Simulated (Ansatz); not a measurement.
**Ni: from a starting cell to a relaxed one**

The start is a relaxed Ni cell, doubled along one cell vector, shaken by Gaussian noise of σ = 0.08 Å a coordinate. A full variable-cell relaxation at zero pressure is run with PBE (plane waves to 420 eV, PAW, scalar-relativistic; Ansatz, a quantum-chemistry and plane-wave program). The first steps use a coarse 16×8×16 k-mesh.

Starting cell:
```
Ni
1.0
    0.00000     1.75920     1.75920
    3.51840     0.00000     3.51840
    1.75920     1.75920     0.00000
Ni
2
Cartesian
 -0.00791   0.01157  -0.01504
  1.79437   0.13458   1.70224
```
Spin-polarised start, with parallel moments on Ni.

```yaml
energy_released: 0.02 eV/atom
relative_to_the_parent: It returns to the parent structure, Fm-3m (No. 225)
band_gap_at_the_end: no gap (metallic)
moments_at_the_end: net 0.63 μB/atom, ferromagnetic
optimiser_moves: 7
```

Final values are on a 23×23×23 k-mesh of the relaxed cell. Spin state reached: ferromagnetic (net 0.63 μB/atom), from parallel starting moments; other spin orders were not run from this start.

The run could not lose the symmetry of its start.
